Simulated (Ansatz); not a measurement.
CaO:
Space group Fm-3m (No. 225); a = b = c = 4.795 Å, α = β = γ = 90.00°

```tsv
atom	site	symmetry	x	y	z
Ca	4a	m-3m	0.0000	0.0000	0.0000
O	4b	m-3m	0.5000	0.5000	0.5000
```
(The calculation used a cell of 2 atoms; values per cell refer to that cell.)

This is the r²SCAN-relaxed structure.

Problem. All from DFT-r²SCAN in the program Ansatz with PAW potentials, unless another level is named. Estimate the vibrational entropy at 300 K.

Solution. 19.9 J/(K·mol of atoms).

Problem. What about the bulk modulus (Birch–Murnaghan fit)?

Solution. 117 GPa.

Problem. Next, the elastic constants (relaxed ions, GPa)?

Solution. C11 = 232, C12 = 59.5, C44 = 79.4.

Symmetry was held in the r²SCAN relaxation; phonons on a q-mesh show no instability.

Potentials: the earlier of the program's two PAW sets.
